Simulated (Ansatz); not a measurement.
MoRu in space group P-6m2 (No. 187; Mo on 1e, Ru on 1d) at seven volumes, DFT-PBEsol in the program Ansatz with PAW potentials, shape and atoms relaxed at each. One row is withheld.

| V (Å³/atom) | P (GPa) |
|---|---|
| 13.015 | 35.04 |
| 13.444 | 21.41 |
| 13.873 | 9.83 |
| 14.302 | 0.00 |
| 14.731 | -8.35 |
| 15.160 | -15.43 |
| 15.589 | ? |

Question: Fit the shown pressures and predict the withheld one.

Answer: P = (3/2)B₀(x^(7/2) − x^(5/2))[1 + (3/4)(B′ − 4)(x − 1)] with x = (V₀/V)^(2/3). Least squares on the six rows gives V₀ = 14.302 Å³/atom, B₀ = 301 GPa, B′ = 4.42. At V = 15.589, x = 0.9442 and P = -21.45 GPa. The run itself gave -21.43 GPa.

The workflow started from a Materials Project entry (that database holds measured and hypothetical structures alike); the Crystallography Open Database copy checked does not list it. With Mo and Ru taken as one species the cell has the higher symmetry P6_3/mmc, so it may be an ordered model of a mixed-site phase. Whether it is the stable phase at ambient conditions was not checked. Symmetry was held in the PBEsol relaxation; of distortions, only those at the zone centre were tested. No spin polarisation was allowed.

Potentials: the later of the program's two PAW sets.
